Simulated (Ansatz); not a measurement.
# Structures of Rb₂Ir: which is lowest?

Plane-wave DFT in Ansatz with scalar-relativistic PAW potentials, cutoff 420 eV, Γ-centred meshes chosen by cell and gap, Gaussian smearing with energies taken to zero width. Every cell was relaxed (cell and atoms) in a run of its own, within the symmetry of its start. Functional: PBE.

Relaxed structures (starts from databases or built by putting these elements on another compound's sites):
A. Fm-3m, 3 atoms in the computed cell, a = 8.062 Å; sites (symmetry × multiplicity) Rb -43m × 8, Ir m-3m × 4; start: built
B. Fd-3m, 6 atoms in the computed cell, a = 9.195 Å; sites (symmetry × multiplicity) Rb .-3m × 16, Ir -43m × 8; start: built

**Question.** Rank them by energy. Could pressure change the order?

**Answer.**
| structure | group | E − E(lowest) (meV/atom) | V (Å³/atom) | gap on mesh (eV) |
| --- | --- | --- | --- | --- |
| A | Fm-3m | 0.0 | 43.66 | 0.00 |
| B | Fd-3m | 512 | 32.40 | 0.00 |

A is lowest, 512 meV/atom under B. B is denser by 11.27 Å³/atom, so pressure favours it: ΔE/ΔV, with ΔE in eV and 1 eV/Å³ = 160.2 GPa, gives about 7 GPa for equal enthalpy if both cells were rigid, a rough figure since the two compress differently. Other structures may lie lower than all of these, and vibrations aren't counted.

Spin-orbit coupling is left out, which matters for the bands of heavy elements.